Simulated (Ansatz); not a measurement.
Starting structure of a cell relaxation (symmetry kept):

Space group P6_222 (No. 180). a = 4.585 Å, b = 4.585 Å, c = 6.580 Å, α = 90.00°, β = 90.00°, γ = 120.00°
| atom | site | symmetry | x | y | z |
| --- | --- | --- | --- | --- | --- |
| Si | 6j | ..2 | 0.1639 | 0.8361 | 0.8333 |
| Mo | 3d | 222 | 0.5000 | 0.0000 | 0.5000 |

Level of theory: Ansatz, DFT r2SCAN, scalar-relativistic, plane waves, PAW.

Plane waves to 500 eV, a k mesh through Γ of 12×12×6 on the computed 9-atom cell and Gaussian smearing (0.01 eV); no spin polarisation.

Task: What does it relax to?

Result: The volume decreases by 0.01 Å³/atom to 13.30 Å³/atom, and the energy changes by under 0.1 meV/atom. Final structure:
```yaml
crystal:
  lattice:
    - [4.58398, 0.00000, 0.00000]
    - [-2.29199, 3.96984, 0.00000]
    - [0.00000, 0.00000, 6.57684]
  atoms:
    - { symbol: Si, position: [0.16386, 0.83614, 0.83333] }
    - { symbol: Si, position: [0.32772, 0.16386, 0.16667] }
    - { symbol: Si, position: [0.83614, 0.67228, 0.50000] }
    - { symbol: Si, position: [0.83614, 0.16386, 0.83333] }
    - { symbol: Si, position: [0.67228, 0.83614, 0.16667] }
    - { symbol: Si, position: [0.16386, 0.32772, 0.50000] }
    - { symbol: Mo, position: [0.50000, 0.00000, 0.50000] }
    - { symbol: Mo, position: [0.00000, 0.50000, 0.16667] }
    - { symbol: Mo, position: [0.50000, 0.50000, 0.83333] }
```

Course of the relaxation (steps run on the plane waves of an earlier cell, and the basis is chosen afresh near the end, so energy and pressure can step there; trial steps that raised the energy were taken back; energies are free energies):

| step | largest force component (eV/Å) | P (GPa) | V (Å³/atom) |
| --- | --- | --- | --- |
| 1 | 0.002 | -0.24 | 13.31 |
| 2 | 0.002 | 0.07 | 13.29 |
| 3 | 0.000 | 0.00 | 13.30 |
| 4 | 0.000 | 0.00 | 13.30 |